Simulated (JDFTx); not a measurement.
An input for a modified build of JDFTx (Hf(0001), CANDLE, water, 1 M NaF; bohr, hartree) and the course of its log:

```
lattice \
  6.0327237346 3.0163618673 0.0000000000 \
  0.0000000000 5.2244920096 0.0000000000 \
  0.0000000000 0.0000000000 44.5975365412
coords-type Lattice
ion Hf 0.6666666668 0.6666666668 -0.1603296610 0
ion Hf 0.0000000002 0.0000000002 -0.0534432200 0
ion Hf 0.6666666668 0.6666666668 0.0534432200 0
ion Hf 0.0000000002 0.0000000002 0.1603296610 0
ion-species pseudo/hf_pbe_v1.upf
elec-cutoff 20 200
elec-ex-corr gga-PBE
coulomb-interaction Slab 001
coulomb-truncation-embed 0 0 0
kpoint-folding 8 8 1
elec-smearing Fermi 0.01
elec-n-bands 31
target-mu -0.161330
electronic-scf nIterations 100 energyDiffThreshold 1e-07
fluid LinearPCM
pcm-variant CANDLE
fluid-solvent H2O
fluid-cation Na+ 1
fluid-anion F- 1
fluid-minimize nIterations 400 knormThreshold 1e-11
wavefunction read f0.wfns
elec-initial-eigenvals f0.eigenvals
elec-initial-fillings read f0.fillings
fluid-initial-state f0.fluidState
dump-name f0_u0.$VAR
dump End State Ecomponents EigStats BandEigs Forces ElecDensity IonicPositions Fillings Kpoints Dtot FluidDebug BoundCharge FluidDensity
```

```
[one cycle in 5 is shown, and the last three; fluid-solver lines are left out]
	FillingsUpdate:  mu: -0.161330000  nElectrons: 45.180103
SCF: Cycle:  0   G: -188.165182169882172   dG: +3.198e+00   |Residual|: 1.153e-01   |deigs|: 3.768e-09
	FillingsUpdate:  mu: -0.161330000  nElectrons: 47.617763
SCF: Cycle:  5   G: -191.324518321128352   dG: -4.109e-02   |Residual|: 1.337e-02   |deigs|: 1.489e-03
	FillingsUpdate:  mu: -0.161330000  nElectrons: 47.781681
SCF: Cycle: 10   G: -191.358277510790998   dG: -1.098e-02   |Residual|: 5.288e-03   |deigs|: 6.428e-04
	FillingsUpdate:  mu: -0.161330000  nElectrons: 47.437930
SCF: Cycle: 15   G: -191.327800070550694   dG: +1.990e-02   |Residual|: 1.401e-02   |deigs|: 9.441e-04
	FillingsUpdate:  mu: -0.161330000  nElectrons: 47.834733
SCF: Cycle: 20   G: -191.359794641156498   dG: -7.985e-03   |Residual|: 4.968e-03   |deigs|: 4.332e-04
	FillingsUpdate:  mu: -0.161330000  nElectrons: 47.719424
SCF: Cycle: 25   G: -191.365165405494452   dG: -1.306e-03   |Residual|: 3.610e-04   |deigs|: 3.430e-04
	FillingsUpdate:  mu: -0.161330000  nElectrons: 47.726185
SCF: Cycle: 30   G: -191.365152053186392   dG: +2.218e-06   |Residual|: 4.242e-04   |deigs|: 9.114e-06
	FillingsUpdate:  mu: -0.161330000  nElectrons: 47.723287
SCF: Cycle: 35   G: -191.365185356436200   dG: -7.198e-09   |Residual|: 6.289e-05   |deigs|: 1.704e-05
	FillingsUpdate:  mu: -0.161330000  nElectrons: 47.723375
SCF: Cycle: 40   G: -191.365185002590096   dG: -1.793e-07   |Residual|: 5.886e-05   |deigs|: 3.122e-06
	FillingsUpdate:  mu: -0.161330000  nElectrons: 47.723341
SCF: Cycle: 45   G: -191.365185287883577   dG: -8.864e-09   |Residual|: 5.966e-05   |deigs|: 1.314e-05
	FillingsUpdate:  mu: -0.161330000  nElectrons: 47.724201
SCF: Cycle: 50   G: -191.365185387690104   dG: -1.124e-08   |Residual|: 4.543e-05   |deigs|: 3.146e-06
	FillingsUpdate:  mu: -0.161330000  nElectrons: 47.724105
SCF: Cycle: 55   G: -191.365185280525452   dG: -1.050e-06   |Residual|: 4.140e-05   |deigs|: 6.520e-06
	FillingsUpdate:  mu: -0.161330000  nElectrons: 47.725418
SCF: Cycle: 60   G: -191.365185382875808   dG: +1.270e-07   |Residual|: 9.782e-05   |deigs|: 8.490e-06
	FillingsUpdate:  mu: -0.161330000  nElectrons: 47.725396
SCF: Cycle: 65   G: -191.365185579107788   dG: +1.839e-08   |Residual|: 4.376e-05   |deigs|: 5.278e-06
	FillingsUpdate:  mu: -0.161330000  nElectrons: 47.724173
SCF: Cycle: 70   G: -191.365185265797095   dG: -6.558e-08   |Residual|: 4.950e-05   |deigs|: 3.960e-06
	FillingsUpdate:  mu: -0.161330000  nElectrons: 47.722664
SCF: Cycle: 75   G: -191.365183236971632   dG: -2.138e-07   |Residual|: 9.473e-05   |deigs|: 7.727e-07
	FillingsUpdate:  mu: -0.161330000  nElectrons: 47.726204
SCF: Cycle: 80   G: -191.365185001220453   dG: +3.764e-07   |Residual|: 1.046e-04   |deigs|: 1.736e-05
	FillingsUpdate:  mu: -0.161330000  nElectrons: 47.723059
SCF: Cycle: 85   G: -191.365183929190124   dG: +6.322e-07   |Residual|: 8.063e-05   |deigs|: 3.179e-06
	FillingsUpdate:  mu: -0.161330000  nElectrons: 47.722477
SCF: Cycle: 90   G: -191.365182737425130   dG: +6.598e-07   |Residual|: 1.052e-04   |deigs|: 2.297e-06
	FillingsUpdate:  mu: -0.161330000  nElectrons: 47.726693
SCF: Cycle: 95   G: -191.365183733837881   dG: -1.628e-07   |Residual|: 9.208e-05   |deigs|: 8.684e-06
	FillingsUpdate:  mu: -0.161330000  nElectrons: 47.724768
SCF: Cycle: 97   G: -191.365185615708612   dG: -1.571e-07   |Residual|: 3.546e-05   |deigs|: 4.615e-06
	FillingsUpdate:  mu: -0.161330000  nElectrons: 47.728880
SCF: Cycle: 98   G: -191.365178567627652   dG: +7.048e-06   |Residual|: 1.814e-04   |deigs|: 2.978e-05
	FillingsUpdate:  mu: -0.161330000  nElectrons: 47.724452
SCF: Cycle: 99   G: -191.365185640016676   dG: -7.072e-06   |Residual|: 1.914e-05   |deigs|: 3.168e-05
SCF: None of the convergence criteria satisfied after 100 iterations.
IonicMinimize: Iter:   0  G: -191.365185640016676  |grad|_K:  0.000e+00
IonicMinimize: Converged (|grad|_K<1.000000e-04).
```

This run gave no converged result. The loop ran out of cycles short of its threshold. It has stalled and not diverged: the last ten energies span 7e-06 Ha, so the total is near its end, but levels, forces and the electron count aren't shown converged.
